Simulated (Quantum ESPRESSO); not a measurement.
# One change at a time to Au3MgSn2Zr2

Calculated results; nothing here was measured. They come from Quantum ESPRESSO 7.5, a public plane-wave density functional program. Each row is one single-point run on a made-up periodic cell of eight metal atoms, with elements, volume, strain and displacements drawn at random and not relaxed, so a cell may be unstable or far from any real phase. There is no spin polarisation or spin-orbit coupling.

Settings: PBE unless stated; PseudoDojo standard norm-conserving files; Fermi-Dirac width 0.25 eV, which means electrons at about 2900 K; cutoff 1143 eV; 5 x 5 x 5 k mesh shifted half a step off Gamma. E is the free energy of the whole cell (internal energy minus TS), so a -TS column is already part of it. Stress is positive in tension, and the pressure P is minus a third of its trace.

Checks: one run of this series was repeated at a higher cutoff and on a denser mesh, which moved values by no more than 0.003 eV, 0.07 GPa and 0.007 eV/Å, and a second program with other atomic files agreed on it to 2 % rms in force and 0.5 GPa in pressure. Known limits: the tin pseudopotential is less sure than most, with forces differing by about three percent from a second method on plain tin; heavy elements are run without spin-orbit coupling, which real alloys of them have; a spin test at this wide smearing found no moment, but such smearing suppresses magnetism that the real alloy may have.

The lattice is hexagonal close-packed, and the cell vectors in Å are (0.000, 5.364, 0.000); (3.097, 0.000, 5.188); (3.097, 0.000, -5.188), a volume of 172.37 Å³ in run 1. The elements on sites 1 to 8 are Sn Mg Au Au Zr Sn Zr Au. Each later run makes one change to run 1 and keeps the rest. E is counted from run 1, and is n/a where other atomic files have another zero of energy.

```
run                           change  V (Å³)  P (GPa)  -TS (eV)  rms force (eV/Å)  largest change of a force component (eV/Å)  E (eV)
  1                             none  172.37    -0.72    -1.099             0.729                                       0.000   0.000
  2          sites 6 and 7 exchanged  172.37     0.67    -1.204             0.761                                       0.752   0.573
  3    all lengths scaled by -1.68 %  163.83     4.36    -1.048             0.895                                       0.338       ?
  4              LDA in place of PBE  172.37    -7.67    -1.109             0.606                                       0.287     n/a
  5                     Ga on site 8  172.37    -0.93    -1.043             0.675                                       0.780     n/a
  6  site 1 moved by +0.09 Å along z  172.37    -0.48    -1.103             0.756                                       0.412   0.051
```

## Worked estimate

Along a uniform scaling dE = -P dV. The mean of the two pressures is 1.820 GPa and the volume changes by -8.54 Å³, with 160.2 GPa to one eV/Å³. The same two rows give -V dP/dV = 100 GPa for this cell with clamped atoms, which is not the bulk modulus of a real alloy.

## Withheld value

Question: what E should run 3 give?

The estimate is 0.097 eV. The calculation gave 0.091 eV. The mean of two end points misses the curvature of P, and the finite cutoff adds a little.
